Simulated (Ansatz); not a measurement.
Eigenvalues along a path: LuSb

```yaml
crystal:
  lattice:
    - [0.00000, 3.03933, 3.03933]
    - [3.03933, 0.00000, 3.03933]
    - [3.03933, 3.03933, 0.00000]
  atoms:
    - { symbol: Lu, position: [0.00000, 0.00000, 0.00000] }
    - { symbol: Sb, position: [0.50000, 0.50000, 0.50000] }
```

The base volume is that of a database entry, with shape and atoms relaxed on PAW files at held volume, so it needn't be at zero pressure; the structure needn't be the stable phase, at rest or compressed.

Computed with Ansatz 0.2.0; functional LDA, scalar-relativistic. Settings: a Γ-centred 10×10×10 k mesh, Fermi–Dirac smearing of 0.05 eV, no spin polarisation. Methods: LAPW: all electrons, basis error target 1 meV/atom.

Spin–orbit coupling is left out, which matters for the heavy atoms.

Path points, in fractions of the reciprocal vectors: Γ (0.000, 0.000, 0.000), X (0.500, 0.000, 0.500), U (0.625, 0.250, 0.625), K (0.375, 0.375, 0.750), L (0.500, 0.500, 0.500), W (0.500, 0.250, 0.750). The distance column jumps between branches of the path. Levels in eV from the Fermi level; bands 19 to 33, counted from the lowest band of the run. The gap is zero, the pressure -4.74 GPa.

```
# k(1/Å) point b19 b20 b21 b22 b23 b24 b25 b26 b27 b28 b29 b30 b31 b32 b33
0.000 Γ -10.48 -5.47 -5.47 -5.47 -5.46 -5.43 -5.43 -5.43 0.78 0.78 0.78 1.12 1.12 1.12 1.86
0.148 - -10.40 -5.47 -5.47 -5.47 -5.45 -5.43 -5.43 -5.43 -0.23 0.30 0.30 1.00 1.71 1.71 1.89
0.295 - -10.18 -5.46 -5.46 -5.46 -5.45 -5.43 -5.43 -5.43 -1.49 -0.18 -0.18 0.69 2.01 2.49 2.49
0.443 - -9.86 -5.46 -5.46 -5.45 -5.45 -5.43 -5.43 -5.43 -2.49 -0.53 -0.53 0.32 2.17 2.96 3.21
0.591 - -9.52 -5.46 -5.46 -5.45 -5.44 -5.44 -5.43 -5.43 -3.14 -0.75 -0.75 -0.02 2.38 3.03 3.71
0.738 - -9.23 -5.46 -5.46 -5.44 -5.44 -5.44 -5.44 -5.43 -3.41 -0.87 -0.87 -0.30 2.56 2.57 3.89
0.886 - -9.06 -5.46 -5.46 -5.44 -5.44 -5.44 -5.44 -5.43 -3.38 -0.92 -0.92 -0.47 1.82 2.72 3.88
1.034 X -9.01 -5.46 -5.46 -5.44 -5.44 -5.44 -5.44 -5.44 -3.31 -0.93 -0.93 -0.53 1.48 2.78 3.85
1.086 - -9.00 -5.46 -5.46 -5.44 -5.44 -5.44 -5.44 -5.44 -3.31 -1.11 -0.94 -0.39 1.55 2.81 3.84
1.138 - -8.99 -5.46 -5.46 -5.44 -5.44 -5.44 -5.44 -5.43 -3.29 -1.45 -0.99 -0.19 1.74 2.91 3.81
1.190 - -8.96 -5.46 -5.45 -5.44 -5.44 -5.44 -5.43 -5.43 -3.27 -1.81 -1.07 0.00 2.01 3.07 3.75
1.242 - -8.93 -5.46 -5.45 -5.44 -5.44 -5.44 -5.43 -5.43 -3.23 -2.18 -1.16 0.18 2.32 3.29 3.68
1.295 - -8.90 -5.46 -5.45 -5.44 -5.44 -5.44 -5.43 -5.43 -3.18 -2.54 -1.26 0.37 2.63 3.54 3.59
1.347 - -8.86 -5.46 -5.45 -5.44 -5.44 -5.44 -5.43 -5.43 -3.12 -2.88 -1.37 0.57 2.90 3.49 3.83
1.399 U -8.82 -5.46 -5.45 -5.44 -5.44 -5.44 -5.43 -5.42 -3.19 -3.05 -1.47 0.80 3.10 3.36 3.82
2.032 K -8.82 -5.46 -5.45 -5.44 -5.44 -5.44 -5.43 -5.42 -3.19 -3.05 -1.47 0.80 3.10 3.36 3.82
2.189 - -8.79 -5.46 -5.44 -5.44 -5.44 -5.44 -5.43 -5.42 -3.84 -2.77 -1.69 1.59 2.94 3.34 3.73
2.345 - -8.96 -5.45 -5.45 -5.44 -5.44 -5.44 -5.43 -5.43 -3.96 -2.38 -1.75 2.46 2.48 3.23 3.51
2.502 - -9.32 -5.45 -5.45 -5.44 -5.44 -5.44 -5.44 -5.43 -3.51 -1.87 -1.59 2.03 2.73 3.08 3.16
2.659 - -9.76 -5.46 -5.46 -5.45 -5.45 -5.44 -5.43 -5.43 -2.65 -1.26 -1.22 1.65 2.40 2.66 2.71
2.815 - -10.14 -5.47 -5.46 -5.46 -5.45 -5.43 -5.43 -5.43 -1.52 -0.62 -0.55 1.36 1.87 2.20 2.36
2.972 - -10.39 -5.47 -5.46 -5.46 -5.45 -5.43 -5.43 -5.43 -0.23 0.16 0.19 1.18 1.47 1.63 2.10
3.128 Γ -10.48 -5.47 -5.47 -5.47 -5.46 -5.43 -5.43 -5.43 0.78 0.78 0.78 1.12 1.12 1.12 1.86
3.256 - -10.42 -5.47 -5.46 -5.46 -5.46 -5.43 -5.43 -5.43 0.00 0.33 0.33 1.26 1.26 1.44 2.31
3.384 - -10.25 -5.47 -5.46 -5.46 -5.45 -5.43 -5.43 -5.43 -1.09 -0.30 -0.30 1.46 1.46 1.58 3.16
3.512 - -9.97 -5.47 -5.45 -5.45 -5.45 -5.43 -5.43 -5.43 -2.18 -0.85 -0.85 1.68 1.76 1.76 4.10
3.640 - -9.62 -5.47 -5.45 -5.45 -5.45 -5.44 -5.44 -5.43 -3.18 -1.29 -1.29 1.85 2.13 2.13 5.03
3.768 - -9.24 -5.46 -5.44 -5.44 -5.44 -5.44 -5.44 -5.43 -4.03 -1.62 -1.62 2.14 2.56 2.56 4.79
3.896 - -8.92 -5.45 -5.44 -5.44 -5.43 -5.43 -5.43 -5.43 -4.66 -1.82 -1.82 2.55 2.93 2.93 3.94
4.024 L -8.79 -5.44 -5.44 -5.44 -5.43 -5.43 -5.43 -5.41 -4.91 -1.89 -1.89 2.97 3.10 3.10 3.37
4.128 - -8.79 -5.45 -5.44 -5.44 -5.43 -5.43 -5.43 -5.41 -4.86 -1.94 -1.87 2.87 2.91 3.11 3.67
4.232 - -8.79 -5.45 -5.44 -5.44 -5.43 -5.43 -5.43 -5.41 -4.69 -2.08 -1.84 2.59 2.72 3.16 4.16
4.337 - -8.79 -5.45 -5.44 -5.44 -5.43 -5.43 -5.43 -5.41 -4.43 -2.26 -1.82 2.25 2.59 3.24 4.60
4.441 - -8.78 -5.45 -5.44 -5.44 -5.44 -5.43 -5.43 -5.42 -4.08 -2.45 -1.86 1.97 2.51 3.29 4.39
4.546 - -8.78 -5.45 -5.44 -5.44 -5.44 -5.44 -5.43 -5.42 -3.66 -2.61 -2.02 1.86 2.47 3.17 3.98
4.650 - -8.78 -5.45 -5.45 -5.44 -5.44 -5.44 -5.44 -5.42 -3.20 -2.71 -2.33 1.98 2.45 2.78 3.86
4.754 W -8.78 -5.45 -5.45 -5.45 -5.44 -5.44 -5.44 -5.42 -2.75 -2.75 -2.74 2.20 2.44 2.44 3.85
4.828 - -8.80 -5.45 -5.45 -5.44 -5.44 -5.44 -5.44 -5.42 -2.91 -2.68 -2.56 2.00 2.19 2.84 3.85
4.902 - -8.83 -5.45 -5.45 -5.44 -5.44 -5.44 -5.44 -5.42 -3.04 -2.49 -2.34 1.54 2.16 3.17 3.85
4.976 - -8.88 -5.45 -5.45 -5.44 -5.44 -5.44 -5.44 -5.43 -3.14 -2.20 -2.09 1.07 2.11 3.44 3.85
5.050 - -8.93 -5.46 -5.45 -5.44 -5.44 -5.44 -5.44 -5.43 -3.22 -1.83 -1.80 0.60 2.02 3.50 3.63
5.124 - -8.97 -5.46 -5.46 -5.44 -5.44 -5.44 -5.44 -5.43 -3.27 -1.49 -1.43 0.15 1.84 3.09 3.76
5.197 - -9.00 -5.46 -5.46 -5.44 -5.44 -5.44 -5.44 -5.43 -3.30 -1.16 -1.08 -0.27 1.60 2.85 3.83
5.271 X -9.01 -5.46 -5.46 -5.44 -5.44 -5.44 -5.44 -5.44 -3.31 -0.93 -0.93 -0.53 1.48 2.78 3.85
```
